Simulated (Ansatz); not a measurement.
Values for one crystal, relaxed and computed with plane-wave PAW r²SCAN (Ansatz code); other levels are named.

- Volume per atom = 11.96 Å³
- Electronic character = metallic (no gap)
- Density of states at the Fermi level = 0.53 states/eV per atom (mean over ±0.08 eV)
- Highest zone-centre frequency = 623 cm⁻¹
- Gap with spin–orbit coupling = none (metallic)
- Bulk modulus (Birch–Murnaghan fit) = 323 GPa
- Pressure derivative B′ = 4.4

Q: Which compound is it?
A) YNbN3, cubic perovskite
B) Mo2N, R-3m (Mo on 6c, N on 3a)
C) CoB3N3, Amm2 (Pearson symbol oS28)
D) YN, CsCl type

A: B, Mo2N, R-3m (Mo on 6c, N on 3a)

The first step of the workflow began from a Materials Project structure, measured or hypothetical; the Crystallography Open Database copy checked does not list it. COD files the formula under space group No. 141. Whether it is the stable phase at ambient conditions was not checked. The r²SCAN relaxation kept the symmetry of its start; its stability against distortions is not shown here. No spin polarisation was allowed. With an odd number of electrons in the cell and no spin polarisation, the count alone makes it a metal. As this level gives no gap, phonon frequencies hold no LO–TO term and depend on the k-mesh and smearing (Fermi–Dirac, 0.1 eV here). Scalar-relativistic: spin–orbit coupling is off unless named, which matters more the heavier the elements.

Potentials: the earlier of the program's two PAW sets. The files were generated under PBE; for other functionals the program regenerates the frozen cores, and for LDA and PBEsol the local potential too.
